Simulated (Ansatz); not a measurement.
Ga₂O₃ (beta-Ga2O3 type, space group C2/m)

```
Ga2O3
1.0
    6.22762    -1.54173     0.00000
    6.22762     1.54173     0.00000
   -1.39233     0.00000     5.71032
Ga O
4 6
Cartesian
  0.01334   0.00000   4.53800
 11.04958   0.00000   1.17231
  7.76436   0.00000   1.79396
  3.29855   0.00000   3.91636
  1.88423   0.00000   0.62349
  9.17868   0.00000   5.08683
  1.37777   0.00000   3.22268
  9.68515   0.00000   2.48764
  5.82074   0.00000   1.46590
  5.24218   0.00000   4.24441
```

Equation-of-state scan: isotropic scaling of the cell above, V₀ being its volume. The atoms relax within the cell's symmetry.

Method: PBE (plane waves to 420 eV, PAW, scalar-relativistic; Ansatz, a quantum-chemistry and plane-wave program). k mesh 11×11×6 (Γ-centred), Fermi-Dirac smearing 0.05 eV. The energy includes the smearing's −TS. Stress and pressure are positive under compression. With the shape held, the modulus is that of even scaling; a crystal free to change shape is softer. Ga2O3 was relaxed with its symmetry unable to fall. The zero of ΔE is the relaxed starting cell.

```tsv
V (Å³/atom)	ΔE (meV/atom)
10.307	withheld
10.472	11.8
10.636	5.1
10.801	1.2
10.965	0.0
11.130	1.2
11.294	4.6
11.459	10.1
11.623	17.6
```

**Question.** Fit a third-order Birch-Murnaghan form (E₀, V₀, B₀, B₀′ free) to the given rows and predict ΔE at V = 10.307.

**Answer.** Least squares on the 8 given rows: ΔE = E₀ + (9V₀B₀/16)·y²·[2 + (B₀′ − 4)y], y = (V₀/V)^(2/3) − 1, with V₀ = 10.965 Å³/atom, B₀ = 157.8 GPa (160.2 GPa = 1 eV/Å³; the term in eV is multiplied by 1000), B₀′ = 4.10, E₀ = -0.02 meV/atom; root-mean-square residual 0.02 meV/atom. At 10.307 the fit gives 21.6 meV/atom; the calculation gives 21.5 meV/atom, so the extrapolation is off by 0.1 (+0.5 %). For the pressure the fit gives 11.1 GPa against the computed 11.0 GPa.

(A scan under strain: stresses follow from slopes of the energy per volume, elastic moduli from its curvatures.)
